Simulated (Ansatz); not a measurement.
## EuOs in the CsCl-type structure

Method: PBE, scalar-relativistic; collinear spin; PAW, 420 eV, 10×10×10 k-mesh, Gaussian smearing of 0.05 eV; code Ansatz. The datasets are Ansatz's generated set soft_2.

Space group Pm-3m (No. 221). a = 3.456 Å, b = 3.456 Å, c = 3.456 Å, α = 90.00°, β = 90.00°, γ = 90.00°
```csv
atom,site,symmetry,x,y,z
Eu,1a,m-3m,0.0000,0.0000,0.0000
Os,1b,m-3m,0.5000,0.5000,0.5000
```

The cell came from substitution into a structure type; no database entry of this phase was matched, which doesn't show that none exists.

Magnetic state: ferromagnetic, site spin moments Eu 6.37; Os -0.69 μB.

The cell above was scaled in volume, its shape and atoms being fixed by the lattice's symmetry. Energies are counted from the cell above.

The cell is relaxed to zero pressure at this level.

```tsv
V (Å³/atom)	ΔE (meV/atom)	P from the stress (GPa)
19.506	22.29	6.65
19.815	11.47	4.62
20.228	2.80	2.19
20.641	0.00	0.05
21.054	2.34	-1.86
21.466	9.31	-3.57
22.086	27.47	-5.80
22.705	53.62	-7.67
```

**Question.** Do the energies and the pressures agree? Compare −ΔE/ΔV between neighbouring points (1 meV/Å³ = 0.1602 GPa) with the mean of their pressures.

**Answer.** 
```json
{"interval (Å³/atom)": "19.51 to 19.82", "−ΔE/ΔV (GPa)": "5.6", "mean P (GPa)": "5.6"}
{"interval (Å³/atom)": "19.82 to 20.23", "−ΔE/ΔV (GPa)": "3.4", "mean P (GPa)": "3.4"}
{"interval (Å³/atom)": "20.23 to 20.64", "−ΔE/ΔV (GPa)": "1.1", "mean P (GPa)": "1.1"}
{"interval (Å³/atom)": "20.64 to 21.05", "−ΔE/ΔV (GPa)": "-0.9", "mean P (GPa)": "-0.9"}
{"interval (Å³/atom)": "21.05 to 21.47", "−ΔE/ΔV (GPa)": "-2.7", "mean P (GPa)": "-2.7"}
{"interval (Å³/atom)": "21.47 to 22.09", "−ΔE/ΔV (GPa)": "-4.7", "mean P (GPa)": "-4.7"}
{"interval (Å³/atom)": "22.09 to 22.70", "−ΔE/ΔV (GPa)": "-6.8", "mean P (GPa)": "-6.7"}
```
They differ by 0.04 GPa at most.

**Question.** What do the two routes give for V0, B0 and B0′?

**Answer.** A third-order Birch–Murnaghan fit of the energies: V0 = 20.65 Å³/atom, B0 = 101 GPa, B0′ = 4.6. A polynomial of P in ln V, with B = −dP/d ln V at P = 0: V0 = 20.65 Å³/atom, B0 = 101 GPa, B0′ = 4.9.

The largest spin moment goes from 6.34 to 6.44 μB along the curve.

B0·V0 = 100.7 GPa × 20.65 Å³ = 12.98 eV/atom sets the scale: near the minimum ΔE ≈ ½ B0 V0 x², with x = V/V0 − 1, and a pressure of 1.0 GPa squeezes the volume by about 1 %. At the ends of the curve: x = −5.6 % predicts 20.0 meV/atom and the run gives 22.3; x = +9.9 % predicts 64.0 meV/atom and the run gives 53.6. The curve is steeper than the parabola on the compressed side and flatter on the expanded side: the bulk modulus rises with pressure.

The largest site moment grows with the volume while the cell's goes from 5.87 to 5.68 μB.

Without a U the 4f levels of Eu lie too near the Fermi level, so their share of the states there, and what hangs on it, is overstated. For elements this heavy, spin–orbit coupling would shift levels and gaps; it isn't included here. The run wasn't fully tested for a lower electronic state. Site moments are of spin, integrated over atomic spheres. The moments were started parallel, and the real magnetic order may be another. The run is a metal.
